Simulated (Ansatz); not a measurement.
BeAu:
```
CELL_PARAMETERS angstrom
      4.68592     0.00000     0.00000
      0.00000     4.68592     0.00000
      0.00000     0.00000     4.68592
ATOMIC_POSITIONS crystal
  Au 0.15383 0.15383 0.15383
  Au 0.34617 0.84617 0.65383
  Au 0.65383 0.34617 0.84617
  Au 0.84617 0.65383 0.34617
  Be 0.84586 0.84586 0.84586
  Be 0.65414 0.15414 0.34586
  Be 0.34586 0.65414 0.15414
  Be 0.15414 0.34586 0.65414
```

Relaxed with r²SCAN. Special points in fractions of this cell's reciprocal vectors: Γ (0.000, 0.000, 0.000); X (0.000, 0.500, 0.000); M (0.500, 0.500, 0.000); R (0.500, 0.500, 0.500); X1 (0.500, 0.000, 0.000).

### Question
List the band energies nearest the Fermi level at these points for r²SCAN in the plane-wave PAW code Ansatz.

### Answer
In eV from the Fermi level; about four levels below and three above (degenerate sets whole), none deeper than 8.9 eV; points with the same levels are listed once.

| k | below | above |
|---|---|---|
| Γ | -2.41 -2.41 -2.41 -0.46 -0.46 -0.46 | 4.63 4.63 4.98 4.98 4.98 |
| X | -1.92 -1.92 -0.46 -0.46 | 1.08 1.08 3.05 3.05 |
| M | -3.96 -3.96 -3.71 -3.71 | 0.36 0.36 1.26 1.26 |
| R | -1.80 -1.80 -1.80 -1.80 | 7.45 7.45 7.45 7.45 |

Space group P2_13. The workflow started from an entry of the Crystallography Open Database (COD). Whether it is the stable phase at ambient conditions was not checked. The r²SCAN relaxation kept the symmetry of its start; its stability against distortions is not shown here. Scalar-relativistic: spin–orbit coupling is off unless named, which matters more the heavier the elements.

Potentials: the later of the program's two PAW sets.
